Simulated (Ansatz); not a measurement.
# Structure types of Ge compared at -0.044 GPa

Structure types of Ge are relaxed in primitive cells with their symmetry kept at -0.044 GPa, first on PAW files, then by LAPW. The enthalpy is E + pV at zero temperature, without zero-point motion. Only the types listed were tried, and differences under about 5 meV/atom are mesh noise.

All numbers are PBEsol results (scalar-relativistic) from Ansatz 0.2.0, with Fermi–Dirac smearing of 0.08 eV, no spin polarisation. Methods: LAPW: all electrons, basis error target 0.5 meV/atom; PAW: frozen-core files, cutoff 420 eV.

k meshes: bcc 16×16×16, hcp 15×15×8, diamond 12×12×12, beta tin 15×15×15, omega 8×8×11.

The PAW files were made under PBE.

**Question.** Which type is lowest in enthalpy, and by how much?

**Answer.** diamond, 168 meV/atom below beta tin. The whole table:

```tsv
start type	ends as	a, b, c (Å)	V (Å³/atom)	H − H(lowest), LAPW (meV/atom)	same, PAW
bcc	bcc, Im-3m	3.324, 3.324, 3.324	18.36	284.5	283.4
hcp	hcp, P6_3/mmc	2.928, 2.928, 4.959	18.41	269.3	268.2
diamond	diamond, Fd-3m	5.678, 5.678, 5.678	22.88	0.0	0.0
beta tin	beta tin, I4_1/amd	5.127, 5.127, 2.797	18.38	168.0	166.9
omega	omega, P6/mmm	4.832, 4.832, 2.731	18.41	265.7	264.6
```

**Question.** Would beta tin gain on diamond at higher pressure?

**Answer.** Yes: dH/dp = V, and its volume is smaller by 4.50 Å³/atom. Held constant, that would close the gap after about 6 GPa more, a rough figure, since the volume difference changes with pressure.
